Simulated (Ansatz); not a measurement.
Profile along the Cd–S line in CdS (wurtzite)

CdS (wurtzite)

```xyz
4
Lattice="4.1643 0.0000 0.0000 -2.0822 3.6064 0.0000 0.0000 0.0000 6.7688" Properties=species:S:1:pos:R:3 pbc="T T T"
Cd     2.0822     1.2021     0.0067
Cd     0.0000     2.4043     3.3911
S      2.0822     1.2021     4.2252
S      0.0000     2.4043     0.8408
```

Fields along a shortest Cd–S line of a (1 -1 0 0) plane (2.55 Å), from Cd to S, interpolated on the slice's grid (step about 0.3 Å). All values below come from r2SCAN (plane waves to 500 eV, PAW, scalar-relativistic; Ansatz, a program for electronic structure). k mesh 9×9×5. Inside the PAW spheres the values are not all-electron values, and peaks at nuclei hang on which shells count as valence. CdS was relaxed with its symmetry unable to fall. The PAW data are Ansatz's earlier set.

```json
[
 {"distance from Cd (Å)": "0.00", "valence electron density (e/Å³)": "26.58", "electron localisation function": "x", "density of the highest valence band (e/Å³)": "0.001", "density of the lowest conduction band (e/Å³)": "0.126"},
 {"distance from Cd (Å)": "0.13", "valence electron density (e/Å³)": "24.69", "electron localisation function": "x", "density of the highest valence band (e/Å³)": "0.005", "density of the lowest conduction band (e/Å³)": "0.109"},
 {"distance from Cd (Å)": "0.26", "valence electron density (e/Å³)": "20.00", "electron localisation function": "x", "density of the highest valence band (e/Å³)": "0.009", "density of the lowest conduction band (e/Å³)": "0.064"},
 {"distance from Cd (Å)": "0.38", "valence electron density (e/Å³)": "14.39", "electron localisation function": "x", "density of the highest valence band (e/Å³)": "0.012", "density of the lowest conduction band (e/Å³)": "0.025"},
 {"distance from Cd (Å)": "0.51", "valence electron density (e/Å³)": "9.04", "electron localisation function": "0.54", "density of the highest valence band (e/Å³)": "0.012", "density of the lowest conduction band (e/Å³)": "0.005"},
 {"distance from Cd (Å)": "0.64", "valence electron density (e/Å³)": "4.79", "electron localisation function": "0.40", "density of the highest valence band (e/Å³)": "0.009", "density of the lowest conduction band (e/Å³)": "0.006"},
 {"distance from Cd (Å)": "0.77", "valence electron density (e/Å³)": "2.25", "electron localisation function": "0.32", "density of the highest valence band (e/Å³)": "0.003", "density of the lowest conduction band (e/Å³)": "0.020"},
 {"distance from Cd (Å)": "0.89", "valence electron density (e/Å³)": "1.07", "electron localisation function": "0.23", "density of the highest valence band (e/Å³)": "0.001", "density of the lowest conduction band (e/Å³)": "0.030"},
 {"distance from Cd (Å)": "1.02", "valence electron density (e/Å³)": "0.59", "electron localisation function": "0.16", "density of the highest valence band (e/Å³)": "0.008", "density of the lowest conduction band (e/Å³)": "0.028"},
 {"distance from Cd (Å)": "1.15", "valence electron density (e/Å³)": "0.41", "electron localisation function": "0.17", "density of the highest valence band (e/Å³)": "0.020", "density of the lowest conduction band (e/Å³)": "0.019"},
 {"distance from Cd (Å)": "1.27", "valence electron density (e/Å³)": "0.40", "electron localisation function": "0.37", "density of the highest valence band (e/Å³)": "0.036", "density of the lowest conduction band (e/Å³)": "0.010"},
 {"distance from Cd (Å)": "1.40", "valence electron density (e/Å³)": "0.47", "electron localisation function": "0.63", "density of the highest valence band (e/Å³)": "0.056", "density of the lowest conduction band (e/Å³)": "0.006"},
 {"distance from Cd (Å)": "1.53", "valence electron density (e/Å³)": "0.61", "electron localisation function": "0.80", "density of the highest valence band (e/Å³)": "0.083", "density of the lowest conduction band (e/Å³)": "0.008"},
 {"distance from Cd (Å)": "1.66", "valence electron density (e/Å³)": "0.81", "electron localisation function": "0.87", "density of the highest valence band (e/Å³)": "0.114", "density of the lowest conduction band (e/Å³)": "0.018"},
 {"distance from Cd (Å)": "1.79", "valence electron density (e/Å³)": "1.00", "electron localisation function": "0.89", "density of the highest valence band (e/Å³)": "0.149", "density of the lowest conduction band (e/Å³)": "0.037"},
 {"distance from Cd (Å)": "1.91", "valence electron density (e/Å³)": "1.13", "electron localisation function": "0.85", "density of the highest valence band (e/Å³)": "0.175", "density of the lowest conduction band (e/Å³)": "0.058"},
 {"distance from Cd (Å)": "2.04", "valence electron density (e/Å³)": "1.18", "electron localisation function": "0.62", "density of the highest valence band (e/Å³)": "0.173", "density of the lowest conduction band (e/Å³)": "0.069"},
 {"distance from Cd (Å)": "2.17", "valence electron density (e/Å³)": "1.00", "electron localisation function": "x", "density of the highest valence band (e/Å³)": "0.138", "density of the lowest conduction band (e/Å³)": "0.064"},
 {"distance from Cd (Å)": "2.29", "valence electron density (e/Å³)": "0.48", "electron localisation function": "x", "density of the highest valence band (e/Å³)": "0.083", "density of the lowest conduction band (e/Å³)": "0.048"},
 {"distance from Cd (Å)": "2.42", "valence electron density (e/Å³)": "0.14", "electron localisation function": "x", "density of the highest valence band (e/Å³)": "0.027", "density of the lowest conduction band (e/Å³)": "0.028"},
 {"distance from Cd (Å)": "2.55", "valence electron density (e/Å³)": "0.07", "electron localisation function": "x", "density of the highest valence band (e/Å³)": "0.000", "density of the lowest conduction band (e/Å³)": "0.015"}
]
```

x: too close to a nucleus for the ELF to mean much. Band densities are of whole bands, smooth part only.

Density on the Cd–S line (2.55 Å) at its density minimum, 1.2 Å from Cd: 0.39 e/Å³. ELF at that point: 0.3. Element round which the density of the highest valence band (whole band, smooth part) is largest on this plane: S.
